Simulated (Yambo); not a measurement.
BSE-type run in Yambo on GaN (wurtzite, space group P6_3mc, No. 186), at zero momentum.

Quantum ESPRESSO step (PBE, PseudoDojo standard norm-conserving files, scalar-relativistic):
```
&CONTROL
  calculation = 'nscf'
  pseudo_dir = './pseudo'
  outdir = './out'
/
&SYSTEM
  ibrav = 0
  nat = 4
  ntyp = 2
  ecutwfc = 84.0
  ecutrho = 336.0
  occupations = 'fixed'
  force_symmorphic = .true.
  nbnd = 39
/
&ELECTRONS
  conv_thr = 4e-09
  diago_full_acc = .true.
  diago_thr_init = 1e-08
/
ATOMIC_SPECIES
N 14.0070 N.upf
Ga 69.7230 Ga.upf
CELL_PARAMETERS angstrom
  3.183797696393   0.000000000000   0.000000000000
 -1.591898848197   2.757249685587   0.000000000000
  0.000000000000   0.000000000000   5.186697247000
ATOMIC_POSITIONS crystal
N   0.666666667000   0.333333333000   0.875817333500
N   0.333333333667   0.666666666333   0.375817333500
Ga   0.666666667000   0.333333333000   0.499182666500
Ga   0.333333333667   0.666666666333   0.999182666500
K_POINTS automatic
9 9 6 0 0 0
```

Yambo input:
```
rim_cut
optics
bse
bss
dipoles
em1s
RandQpts= 1000000
RandGvec= 1 Ry
FFTGvecs= 40 Ry
Chimod= "HARTREE"
BSKmod= "SEX"
BSEmod= "resonant"
BSSmod= "hs"
BSENGexx= 15 Ry
BSENGBlk= 4 Ry
% BSEQptR
 1 | 1 |
%
% BSEBands
 13 | 21 |
%
% BEnRange
 0.0 | 9.7 | eV
%
% BDmRange
 0.15 | 0.15 | eV
%
BEnSteps= 194
% BLongDir
 1.0 | 0.0 | 0.0 |
%
BSHayTrs= -0.02
BSSNEig= 24
WRbsWF
% BndsRnXs
 1 | 34 |
%
NGsBlkXs= 4 Ry
% LongDrXs
 1.0 | 1.0 | 1.0 |
%
```

From the report:

The dimension is k points × valence × conduction bands = 486 × 6 × 3 = 8748.
```
  [SLEPC] Approach                          : Krylov-Schur
  [SLEPC] Number of requested eigenvalues   :  24
  [SLEPC] Number of eigenvalues        [NEV]:  24
   [K] Dimension                                    :   8748
   [K] Bands                                        :  13  21
   [K] Exchange res                                 : yes
   [K] Correlation res                              : yes
   [K] W interaction is bare                        : no
   [K] RL vectors exchange                          :   325
   [K] RL vectors correlation                       :   43
   [W] Matrix size                                  :   43
   [W] Bands                                        :    1   34
   [W] Coulomb Cutoff                               : none
   [W] Hxc Kernel                                   : HARTREE
```

Bands and orbitals come from the standard potentials; the scissor and the G0W0 gaps come from a run at the same geometry on the stringent ones, which hold whole semicore shells in the valence.

Spin-orbit coupling is not included.

Geometry relaxed with PBEsol.
